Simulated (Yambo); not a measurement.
```
BeTe
1.0
    0.00000     2.83142     2.83142
    2.83142     0.00000     2.83142
    2.83142     2.83142     0.00000
Be Te
1 1
Cartesian
  0.00000   0.00000   0.00000
  1.41571   1.41571   1.41571
```

Response from Yambo on PBE (stringent potentials; Quantum ESPRESSO, PseudoDojo norm-conserving, 107 Ry, scalar-relativistic) bands: 12×12×12 mesh, 39 bands, 4 Ry local-field block, 0.2 eV broadening.

Task: Give the static electronic dielectric constant without and with local fields.

Result: 
| field along | ε(0), independent particles | ε(0), RPA with local fields | refractive index √ε |
|---|---|---|---|
| x | 7.95 | 6.84 | 2.61 |
Electronic (clamped-ion) response only. Spin-orbit coupling, left out here, changes gap and response of such heavy elements. Convergence of the RPA response with its 12×12×12 mesh was not tested.

Geometry strained from the cell relaxed with PBEsol, atoms relaxed again.
